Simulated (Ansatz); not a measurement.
Bi2Te3 (Bi2Te3 type, space group R-3m)

```yaml
crystal:
  lattice:
    - [2.19356, 1.26645, 10.09527]
    - [-2.19356, 1.26645, 10.09527]
    - [0.00000, -2.53291, 10.09527]
  atoms:
    - { symbol: Bi, position: [0.40015, 0.40015, 0.40015] }
    - { symbol: Bi, position: [0.59985, 0.59985, 0.59985] }
    - { symbol: Te, position: [0.00000, 0.00000, 0.00000] }
    - { symbol: Te, position: [0.20935, 0.20935, 0.20935] }
    - { symbol: Te, position: [0.79065, 0.79065, 0.79065] }
```

E(V) scan at fixed shape, V₀ the volume above. The atoms relax within the cell's symmetry.

The numbers are results of PBE-D3(BJ) (plane waves to 420 eV, PAW, scalar-relativistic; Ansatz, a quantum-chemistry and plane-wave program), not measurements. k mesh 9×9×9 (Γ-centred), Fermi-Dirac smearing 0.05 eV. Energies are smeared free energies. Bi2Te3 was relaxed with its symmetry unable to fall. Spin-orbit coupling is left out, though Bi and Te are heavy. The zero of ΔE is the relaxed starting cell.

Problem. Give the computed ΔE (meV/atom) at V/V₀ = 0.925, 0.950, 1.025, 1.050, 1.100.

Solution. 
| V/V₀ | ΔE (meV/atom) |
|---|---|
| 0.925 | 27.5 |
| 0.950 | 11.4 |
| 1.025 | 2.3 |
| 1.050 | 8.7 |
| 1.100 | 30.4 |

(Under strain, the slope of the energy per volume gives the stress and its curvature an elastic modulus.)
